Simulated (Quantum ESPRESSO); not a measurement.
# Al3LiTaMg3: input and log of a self-consistent run

Computed values, not a measurement. The program is pw.x of Quantum ESPRESSO 7.5 (plane-wave density functional theory). The cell is made up: eight metal atoms on a hexagonal close-packed lattice, with elements, volume, strain and displacements drawn at random and not relaxed, so it may be unstable or far from any real phase. PseudoDojo standard norm-conserving files set the functional (PBE unless stated); there is no spin polarisation or spin-orbit coupling, the Fermi-Dirac width of 0.25 eV means electrons at about 2900 K, and the masses in the input are unused placeholders. Heavy elements are run without spin-orbit coupling, which real alloys of them have. A spin test at this wide smearing found no moment, but such smearing suppresses magnetism that the real alloy may have.

Input:

```
&control calculation='scf', pseudo_dir='./dojo.nc.sr.pbe.v0_5.standard.upf', outdir='./o', disk_io='minimal', tprnfor=.true., tstress=.true. /
&system ibrav=0, nat=8, ntyp=4, nbnd=37, ecutwfc=84.00895049, nosym=.true., tot_charge=0,
 occupations='smearing', smearing='fd', degauss=0.0183746611
/
&electrons conv_thr=1.470e-08, electron_maxstep=70, mixing_beta=0.5 /
ATOMIC_SPECIES
Al 1.0 Al.upf
Li 1.0 Li.upf
Mg 1.0 Mg.upf
Ta 1.0 Ta.upf
CELL_PARAMETERS angstrom
3.052 0.0 4.9176
3.052 0.0 -4.9176
-3.052 5.2862 0.0
ATOMIC_POSITIONS angstrom
Al 0.0014 0.0719 0.0096
Al -1.5742 2.6203 0.0264
Li 3.0495 1.704 -2.4738
Ta 1.495 4.3759 -2.4983
Mg 3.0927 -0.002 0.0408
Mg 1.5929 2.7544 -0.0042
Mg 3.055 1.7693 2.4689
Al 1.5171 4.3976 2.4499
K_POINTS automatic
6 6 5 1 1 1
```

The log is shortened where brackets say so; the opening notice, blank lines, dates and the lines on written files are dropped, and the path of the files is cut. It prints rydbergs, bohrs and kilobars, and counts compression as positive stress. Its total energy is the free energy E - TS of the whole cell.

```
     Program PWSCF v.7.5
     Parallel version (MPI & OpenMP), running on       4 processor cores
     Number of MPI processes:                 4
     Threads/MPI process:                     1
     [start-up lines left out]
     bravais-lattice index     =            0
     lattice parameter (alat)  =      10.9372  a.u.
     unit-cell volume          =    1070.7989 (a.u.)^3
     number of atoms/cell      =            8
     number of atomic types    =            4
     number of electrons       =        55.00
     number of Kohn-Sham states=           37
     kinetic-energy cutoff     =      84.0090  Ry
     charge density cutoff     =     336.0358  Ry
     scf convergence threshold =      1.5E-08
     mixing beta               =       0.5000
     number of iterations used =            8  plain     mixing
     Exchange-correlation= PBE
                           (   1   4   3   4   0   0   0)
     [axes and pseudopotential details left out]
   Cartesian axes
     site n.     atom                  positions (alat units)
         1        Al     tau(   1) = (   0.0002419   0.0124229   0.0016587  )
         2        Al     tau(   2) = (  -0.2719905   0.4527358   0.0045614  )
         3        Li     tau(   3) = (   0.5268931   0.2944174  -0.4274235  )
         4        Ta     tau(   4) = (   0.2583063   0.7560687  -0.4316566  )
         5        Mg     tau(   5) = (   0.5343572  -0.0003456   0.0070494  )
         6        Mg     tau(   6) = (   0.2752215   0.4759056  -0.0007257  )
         7        Mg     tau(   7) = (   0.5278434   0.3056999   0.4265769  )
         8        Al     tau(   8) = (   0.2621248   0.7598180   0.4232941  )
     number of k points=    90  Fermi-Dirac smearing, width (Ry)=  0.0184
                       cart. coord. in units 2pi/alat
        k(    1) = (   0.1580303   0.2007262   0.0000000), wk =   0.0222222
        k(    2) = (   0.1580303   0.4197002   0.0000000), wk =   0.0222222
     [further k points left out]
     Dense  grid:   111433 G-vectors     FFT dimensions: (  64,  64,  72)
     Estimated max dynamical RAM per process >     336.40 MB
     Estimated total dynamical RAM >       1.23 GB
     Initial potential from superposition of free atoms
     starting charge      54.9848, renormalised to      55.0000
     Starting wfcs are   39 randomized atomic wfcs
     total cpu time spent up to now is       10.1 secs
     per-process dynamical memory:   271.2 Mb
     Self-consistent Calculation
     iteration #  1     ecut=    84.01 Ry     beta= 0.50
     Davidson diagonalization with overlap
     ethr =  1.00E-02,  avg # of iterations =  5.6
     Threshold (ethr) on eigenvalues was too large:
     Diagonalizing with lowered threshold
     Davidson diagonalization with overlap
     ethr =  2.57E-04,  avg # of iterations =  3.2
     total cpu time spent up to now is       60.2 secs
     total energy              =    -514.83499876 Ry
     estimated scf accuracy    <       0.13766632 Ry
     iteration #  2     ecut=    84.01 Ry     beta= 0.50
     Davidson diagonalization with overlap
     ethr =  2.50E-04,  avg # of iterations =  2.5
     total cpu time spent up to now is       83.2 secs
     total energy              =    -514.82694910 Ry
     estimated scf accuracy    <       0.15694194 Ry
     iteration #  3     ecut=    84.01 Ry     beta= 0.50
     Davidson diagonalization with overlap
     ethr =  2.50E-04,  avg # of iterations =  2.0
     total cpu time spent up to now is      104.2 secs
     total energy              =    -514.85208556 Ry
     estimated scf accuracy    <       0.07176563 Ry
     iteration #  4     ecut=    84.01 Ry     beta= 0.50
     Davidson diagonalization with overlap
     ethr =  1.30E-04,  avg # of iterations =  1.2
     total cpu time spent up to now is      123.3 secs
     total energy              =    -514.86071769 Ry
     estimated scf accuracy    <       0.00169889 Ry
     iteration #  5     ecut=    84.01 Ry     beta= 0.50
     Davidson diagonalization with overlap
     ethr =  3.09E-06,  avg # of iterations =  7.7
     total cpu time spent up to now is      153.3 secs
     total energy              =    -514.86092263 Ry
     estimated scf accuracy    <       0.00028586 Ry
     iteration #  6     ecut=    84.01 Ry     beta= 0.50
     Davidson diagonalization with overlap
     ethr =  5.20E-07,  avg # of iterations =  2.0
     total cpu time spent up to now is      173.5 secs
     total energy              =    -514.86095128 Ry
     estimated scf accuracy    <       0.00000484 Ry
     iteration #  7     ecut=    84.01 Ry     beta= 0.50
     Davidson diagonalization with overlap
     ethr =  8.79E-09,  avg # of iterations =  4.3
     total cpu time spent up to now is      198.1 secs
     total energy              =    -514.86095228 Ry
     estimated scf accuracy    <       0.00000175 Ry
     iteration #  8     ecut=    84.01 Ry     beta= 0.50
     Davidson diagonalization with overlap
     ethr =  3.19E-09,  avg # of iterations =  2.0
     total cpu time spent up to now is      218.7 secs
     total energy              =    -514.86095252 Ry
     estimated scf accuracy    <       0.00000006 Ry
     iteration #  9     ecut=    84.01 Ry     beta= 0.50
     Davidson diagonalization with overlap
     ethr =  1.05E-10,  avg # of iterations =  4.1
     total cpu time spent up to now is      242.6 secs
     total energy              =    -514.86095252 Ry
     estimated scf accuracy    <       0.00000004 Ry
     iteration # 10     ecut=    84.01 Ry     beta= 0.50
     Davidson diagonalization with overlap
     ethr =  7.32E-11,  avg # of iterations =  2.0
     total cpu time spent up to now is      262.4 secs
     End of self-consistent calculation
     [lines on levels left out]
!    total energy              =    -514.86095252 Ry
     estimated scf accuracy    <          2.0E-09 Ry
     smearing contrib. (-TS)   =      -0.06868585 Ry
     internal energy E=F+TS    =    -514.79226667 Ry
     The total energy is F=E-TS. E is the sum of the following terms:
     one-electron contribution =    -361.43271339 Ry
     hartree contribution      =     177.94655721 Ry
     xc contribution           =     -86.64277650 Ry
     ewald contribution        =    -244.66333399 Ry
     convergence has been achieved in  10 iterations
     Forces acting on atoms (cartesian axes, Ry/au):
     atom    1 type  1   force =    -0.00019348   -0.02163236    0.00052717
     atom    2 type  1   force =     0.01041191    0.02063237    0.01096441
     atom    3 type  2   force =    -0.00158878    0.00528107   -0.00144390
     atom    4 type  4   force =     0.00493983    0.00878751   -0.02078371
     atom    5 type  3   force =    -0.00923211   -0.00703449   -0.01487545
     atom    6 type  3   force =    -0.00675707   -0.00515811   -0.00254768
     atom    7 type  3   force =     0.00041519   -0.00200346    0.01193957
     atom    8 type  1   force =     0.00200451    0.00112747    0.01621959
     Total force =     0.050384     Total SCF correction =     0.000070
     Computing stress (Cartesian axis) and pressure
          total   stress  (Ry/bohr**3)                   (kbar)     P=      -44.04
  -0.00046411  -0.00003937  -0.00008103          -68.27       -5.79      -11.92
  -0.00003937  -0.00013512  -0.00004978           -5.79      -19.88       -7.32
  -0.00008103  -0.00004978  -0.00029885          -11.92       -7.32      -43.96
     init_run     :      9.60s CPU      9.94s WALL (       1 calls)
     electrons    :    250.10s CPU    252.40s WALL (       1 calls)
     forces       :      2.82s CPU      2.86s WALL (       1 calls)
     stress       :     10.56s CPU     10.57s WALL (       1 calls)
     [timing details left out]
     PWSCF        :   4m33.21s CPU   4m35.97s WALL
     JOB DONE.
```

In other units: free energy -7005.040 eV for the cell, pressure -4.40 GPa, largest force component 0.556 eV/Å in size. The run took 278 s of wall time with four MPI processes on a shared machine (Intel Xeon, older, virtual cores), so the time is rough. A rerun of this cell at a higher cutoff and on a denser mesh moved values by no more than 0.004 eV in energy, 0.05 GPa in stress and 0.007 eV/Å in force, and a second program with other atomic files agreed on that cell to 2 % rms in force and 0.5 GPa in pressure.